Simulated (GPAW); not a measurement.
Equation of state of NiAu3 under PBEsol

Symmetry: Pm-3m, No. 221, cubic system. The conventional cell has a = 4.028 Å, b = 4.028 Å, c = 4.028 Å, α = 90.00°, β = 90.00°, γ = 90.00°. Au (site symmetry 4/mmm) is surrounded by 8 Au at 2.85 Å and 4 Ni at 2.85 Å. Ni (site symmetry m-3m) is surrounded by 12 Au at 2.85 Å.

The cell comes from a database or a generator and needn't be the stable form of this composition.

The cell was scaled at fixed shape and fractions and run with GPAW, PAW data sets generated for this functional, cutoff 600 eV; PBEsol, k mesh 7 × 7 × 7 on the cell of 4 atoms, fermi-dirac occupations of 0.05 eV, collinear spin, ferromagnetic start, no spin-orbit coupling. Energies are those that the program minimises, any entropy of the smearing included. For a metal such a mesh isn't converged to the digits shown. The moments vanished.

```csv
V (Å³/atom),energy over the lowest row (meV/atom)
15.3600,3.75
15.6868,0.00
16.0136,4.01
16.3404,14.76
16.6672,?
16.9940,52.98
17.3208,78.97
```

**Question.** Fit the third-order Birch-Murnaghan form, give V0, B0 and B′, and predict the energy left open.

**Answer.** With y = (V0/V)^(2/3), E = E0 + (9 V0 B0/16) [(y - 1)³ B′ + (y - 1)² (6 - 4y)]. Least squares through the rows shown give V0 = 15.6736 Å³/atom, E0 = -0.01 meV, B0 = 183.3 GPa (1 eV/Å³ = 160.218 GPa) and B′ = 5.79, with a largest miss of 0.02 meV. At V = 16.6672 the form with these constants gives 31.34 meV; the run gave 31.34 meV an atom.
